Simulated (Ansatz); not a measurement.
PbS (rock salt)

```
PbS
1.0
    0.00000     2.98725     2.98725
    2.98725     0.00000     2.98725
    2.98725     2.98725     0.00000
S Pb
1 1
Direct
  0.00000   0.00000   0.00000
  0.50000   0.50000   0.50000
```

Scan: atom 2 (Pb, nearest neighbour S at 2.987 Å; its periodic images, 4.2 Å or more away, move with it) is displaced towards the nearest neighbour, direction (-1.000, 0.000, 0.000) in Cartesian axes, by s. The other atoms stay.

All values below come from r2SCAN (plane waves to 500 eV, PAW, scalar-relativistic; Ansatz, an electronic-structure program). k mesh 8×8×8 (Γ-centred), Fermi-Dirac smearing 0.05 eV. The energy includes the smearing's −TS. Stress and pressure are positive under compression. PbS was relaxed with its symmetry unable to fall. Spin-orbit coupling is left out, though Pb is heavy. ΔE is measured from the undisplaced structure.

Question: Give the computed ΔE (meV/cell) and P (GPa) at s (Å) = -0.600, -0.480, 0.240, 0.360, 0.600.

Answer: 
```tsv
s (Å)	ΔE (meV/cell)	P (GPa)
-0.600	413	7.0
-0.480	179	4.1
0.240	15	0.9
0.360	62	2.1
0.600	413	7.0
```

(For displaced atoms, the force is minus the slope of the energy, and its curvature is a force constant, which sets phonon frequencies.)
